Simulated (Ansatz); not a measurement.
MgI2 (started from an entry of an open crystallographic database), relaxed with r2SCAN+rVV10, was run in the PAW code Ansatz under altered settings. All numbers are computed, without spin polarisation but where a row says otherwise.

```yaml
crystal:
  lattice:
    - [4.15664, 0.00000, 0.00000]
    - [-2.07832, 3.59975, 0.00000]
    - [0.00000, 0.00000, 6.87561]
  atoms:
    - { symbol: Mg, position: [0.00000, 0.00000, 0.00000] }
    - { symbol: I, position: [0.33333, 0.66667, 0.24257] }
    - { symbol: I, position: [0.66667, 0.33333, 0.75743] }
```

The base run's other keys:
```yaml
kpoints:
  mp_grid: { grid: [6, 6, 2] }
hamiltonian:
  xc: hse06
scf:
  occupations: { method: fixed }
  n_extra_bands: 4
```

It takes 15 iterations with 1985 plane waves at 420 eV and 14 k points, and leaves a mean stress of +0.43 GPa. The gap over this mesh is 4.505 eV. It ran on 4 threads of Arm Neoverse V2 (shared host).

Outcomes, with energy and stress as changes against the base:

| setting | outcome | ΔF (meV/atom) | Δ mean stress (GPa) | gap on the mesh (eV) | iterations | wall time |
| --- | --- | --- | --- | --- | --- | --- |
| PBE hybrid, exx coeff 0.4, omega 0.2078 1/Å | converged | – | -0.4 | 5.104 | 18 | 21 s |
| PBE hybrid, exx coeff 0.1, unscreened | converged | – | +0.4 | 4.205 | 13 | 16 s |
| scf.exx.singularity: regularized | converged | +2.3 | 0.0 | 4.505 | 16 | 19 s |
| basis.xc_grid: 1 | converged | 0.0 | 0.0 | 4.505 | 15 | 19 s |
| scf.mixing.ndim: 1 | converged | 0.0 | 0.0 | 4.505 | 16 | 18 s |

A dash marks a value that wasn't obtained or can't be compared. Stress is positive in compression. The base took 19 s. The base's mesh is coarse for a hybrid, so its own values aren't converged.

- PBE hybrid, exx coeff 0.4, omega 0.2078 1/Å. That is 40 % exact exchange, screened with ω = 0.2078 1/Å, against HSE06's 25 % screened at 0.208 1/Å. The mean stress moves by -0.4 GPa and the gap on the mesh by +0.599 eV (to 5.104). Totals of different functionals aren't comparable.
- PBE hybrid, exx coeff 0.1, unscreened. That is 10 % exact exchange, at all ranges, against HSE06's 25 % screened at 0.208 1/Å. The mean stress moves by +0.4 GPa and the gap on the mesh by -0.300 eV (to 4.205). Totals of different functionals aren't comparable.
- scf.exx.singularity: regularized. The free energy moves by +2.3 meV an atom, the mean stress by 0.0 GPa and the gap on the mesh by 0.000 eV (to 4.505). The result is sensitive to this setting.

Within 1 meV an atom, 0.1 GPa and 0.005 eV of the base stay: basis.xc_grid: 1; scf.mixing.ndim: 1.

No spin-orbit coupling is included; it can move band edges with weight on the heavy atoms by tenths of an eV.

The stress of a hybrid is loosely converged in these runs.

The meshes of the hybrids are coarse, so their gaps aren't converged to the digits shown.
